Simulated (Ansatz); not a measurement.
LiCl:
```
LiCl
1.0
    0.00000     2.53208     2.53208
    2.53208     0.00000     2.53208
    2.53208     2.53208     0.00000
Li Cl
1 1
Direct
  0.00000   0.00000   0.00000
  0.50000   0.50000   0.50000
```

Relaxed with PBEsol. Special points in fractions of this cell's reciprocal vectors: Γ (0.000, 0.000, 0.000); X (0.500, 0.000, 0.500); U (0.625, 0.250, 0.625); K (0.375, 0.375, 0.750); L (0.500, 0.500, 0.500); W (0.500, 0.250, 0.750).

Problem. List the band energies nearest the valence-band maximum at these points for the program Ansatz at the PBEsol level (PAW).

Solution. In eV from the valence-band maximum; about four levels below and three above (degenerate sets whole), none deeper than 8.9 eV; points with the same levels are listed once.

```
k              below                   above
-  -----------------  ----------------------
Γ     0.00 0.00 0.00  6.35 11.67 11.67 11.67
X  -3.14 -1.20 -1.20         7.78 7.97 12.60
U  -2.70 -1.94 -0.91         7.91 9.84 11.47
L  -3.04 -0.28 -0.28          6.58 9.33 9.33
W  -2.31 -2.31 -1.15  9.52 10.07 10.33 10.33
```

Space group Fm-3m (rock salt). Symmetry was held in the PBEsol relaxation.

Potentials: the later of the program's two PAW sets.
